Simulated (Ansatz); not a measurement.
input.yaml (Ansatz)

```yaml
crystal:
  lattice:
    - [5.0703815699, 0.0, 0.0]
    - [-2.535190785, 4.3910792464, 0.0]
    - [0.0, 0.0, 2.9093536614]
  atoms:
    - { symbol: Ge, position: [0.0, 0.0, 0.0] }
    - { symbol: Ge, position: [0.3333333333, 0.6666666667, 0.5] }
    - { symbol: Ge, position: [0.6666666667, 0.3333333333, 0.5] }
hamiltonian:
  xc: blyp
  pseudopotentials:
    kind: paw
    azcp:
      Ge: "pseudopotentials/Ge.paw.azcp"
basis:
  ecutwfc: 420
  fft_grid_basis: typed
kpoints:
  mp_grid: { grid: [10, 10, 14], shift: [0, 0, 0] }
magnetization:
  spin_polarized: false
scf:
  occupations: { method: fermi_dirac, width: 0.1 }
output:
  write_density: true
  write_potential: true
  elf: true
  volumetric_format: npy
```

Output

```
Engine: ansatz 0.2.0, aarch64-unknown-linux-gnu
Pseudopotentials: kind: paw
Pseudopotential: Ge, paw, valence charge 14, recommended cutoff 420 eV (normal) 
Functional definition: BLYP
  parameter beta = 0.0042
  parameter a = 0.04918
  parameter b = 0.132
  parameter c = 0.2533
  parameter d = 0.349
  exchange = b88_x(beta = beta)
  correlation = lyp_c(a = a, b = b, c = c, d = d)
Crystal: 3 atoms, lattice volume = 64.775 Å³
Basis set: ecut = 420 eV, 1263 PW (Γ), exchange–correlation on 72×72×40 points (8 copies of the dense FFT grid, shifted against one another)
Bands: 26, of which v1, the nominal top of the filled ones, is band 21 counted from 1 (20 counted from 0)
Symmetry: 24 space group operations
Space group: P6/mmm (ITA 191), of the structure as read, at distance tolerance 4.0e-5 Å
k-points: 112 of 1400
Non-local potential: Ge, projectors of the file, l = 0: 2, l = 1: 2, l = 2: 3, l = 3: 1
PAW form: soft (Blöchl's): semilocal exchange-correlation on the pseudo side does not see the compensation charge
PAW frozen core: Ge, regenerated for the run's functional, and the local potential with it (the file was generated under x = pbe(κ = 0.804, μ = 0.2195149727645171), c = pbe(β = 0.06672455060314922))
PAW one-centre angular grid: Ge, 590 points (default); XC on 64 Gauss nodes
Initial density: superposition of atomic densities (neutral atoms: chi_scale 0, normalization atom), corrected by the library's trained network
Initial wavefunctions: pseudopotential atomic-orbital guess
Functional: x = b88, c = lyp
SCF iter   1: F=—  HF=-12914.181960 eV  |F-HF|=—  |Δ(HF+E_count)|=         —  Δρ=7.90e-3  dr2=3.60e-2  ethr=1.77e-3  ⟨swp⟩=5.5  Hψ=10747  notcnv=0
SCF iter   2: F=—  HF=-12914.174946 eV  |F-HF|=—  |Δ(HF+E_count)|=   7.01e-3  Δρ=5.24e-3  dr2=1.72e-2  ethr=8.57e-5  ⟨swp⟩=1.0  Hψ=3808  notcnv=0
SCF iter   3: F=—  HF=-12914.171398 eV  |F-HF|=—  |Δ(HF+E_count)|=   3.55e-3  Δρ=1.35e-3  dr2=6.34e-4  ethr=4.09e-5  ⟨swp⟩=2.9  Hψ=5313  notcnv=0
SCF iter   4: F=—  HF=-12914.170994 eV  |F-HF|=—  |Δ(HF+E_count)|=   4.04e-4  Δρ=4.74e-4  dr2=9.24e-5  ethr=1.51e-6  ⟨swp⟩=2.0  Hψ=5076  notcnv=0
SCF iter   5: F=—  HF=-12914.171075 eV  |F-HF|=—  |Δ(HF+E_count)|=   8.10e-5  Δρ=1.95e-4  dr2=1.22e-5  ethr=2.20e-7  ⟨swp⟩=2.0  Hψ=5284  notcnv=0
SCF iter   6: F=—  HF=-12914.171065 eV  |F-HF|=—  |Δ(HF+E_count)|=   1.03e-5  Δρ=5.57e-5  dr2=1.44e-6  ethr=2.89e-8  ⟨swp⟩=2.0  Hψ=5262  notcnv=0
SCF iter   7: F=—  HF=-12914.171065 eV  |F-HF|=—  |Δ(HF+E_count)|=   3.57e-7  Δρ=2.54e-5  dr2=2.51e-7  ethr=3.44e-9  ⟨swp⟩=2.0  Hψ=4723  notcnv=0
SCF iter   8: F=-12914.171065 eV  HF=-12914.171065 eV  |F-HF|=1.53e-9  |Δ(HF+E_count)|=   2.98e-7  Δρ=6.21e-6  dr2=2.29e-8  ethr=2.38e-10  ⟨swp⟩=3.2  Hψ=6375  notcnv=0
SCF 1 converged in 8 iterations: F = -12914.171065 eV  dr2 = 2.29e-8
SCF converged after 8 iterations
Free energy (F): -12914.171065 eV
Harris-Foulkes:  -12914.171065 eV  (|F-HF|=1.53e-9)
Internal energy: -12914.120937 eV  (E = F + TS)
E sigma→0 (E₀):  -12914.146001 eV
Entropy (-TS):   -0.050128 eV (-16.709 meV/atom)
Fermi energy:    9.580212 eV
--- Per-component energies (eV) ---
  E_band       = -399.619033
  E_kinetic    = 329.219740
  E_local      = -6713.771230  (includes V_loc(G=0)·N_el)
  E_nonlocal   = 1229.592040
  E_hartree    = 2926.624387
  E_xc         = -221.850543
  E_vxc        = -185.956113  (∫ρ·V_xc dr)
  E_paw        = -6080.772495  (= ΣΔE_a)
  E_vpaw       = -911.948213  (= ΣTr[D̂ρ^β])
  E_aug_tail   = 0.000788  (compensation charges beyond the density's cutoff)
  E_ewald      = -4383.495628
  E_core_change = 0.332005  (= ΣΔE_core)
  E_smearing   = -0.050128  (= −TS)
  E_closure    = 0.000000  (closes the sum)
  Σ components = -12914.171065   (vs F -12914.171065, Δ=0.00e0)
--- Band table (eV; the first three rows and the last of 112) ---
  k-point 0: bands = ["-15.3800", "-15.3423", "-15.3423", "-15.3040", "-15.3040", "-15.1186", "-15.0774", "-15.0656", "-15.0656", "-15.0329", "-15.0329", "-15.0271", "-15.0271", "-15.0055", "-15.0055", "-2.5231", "2.5295", "2.8583", "6.9555", "6.9555", "7.0436", "7.0436", "14.0738", "16.7628", "16.7628", "17.9716"]
  k-point 1: bands = ["-15.3744", "-15.3422", "-15.3422", "-15.3060", "-15.3060", "-15.1132", "-15.0717", "-15.0654", "-15.0654", "-15.0326", "-15.0326", "-15.0291", "-15.0291", "-15.0073", "-15.0073", "-2.4360", "2.5987", "2.9406", "7.0351", "7.0351", "7.1335", "7.1335", "13.0158", "16.7246", "16.7246", "17.2104"]
  k-point 2: bands = ["-15.3587", "-15.3419", "-15.3419", "-15.3118", "-15.3118", "-15.0981", "-15.0649", "-15.0649", "-15.0556", "-15.0345", "-15.0345", "-15.0317", "-15.0317", "-15.0122", "-15.0122", "-2.1754", "2.7989", "3.1867", "7.2701", "7.2701", "7.4023", "7.4023", "11.1675", "15.6015", "15.7630", "16.5386"]
  k-point 111: bands = ["-15.3436", "-15.3436", "-15.3381", "-15.3378", "-15.2682", "-15.0876", "-15.0721", "-15.0576", "-15.0576", "-15.0528", "-15.0498", "-15.0379", "-15.0013", "-14.9773", "-14.9731", "2.6717", "3.0814", "3.1654", "5.5236", "6.0603", "6.4943", "10.7464", "11.7160", "11.9797", "12.5506", "12.7932"]
```
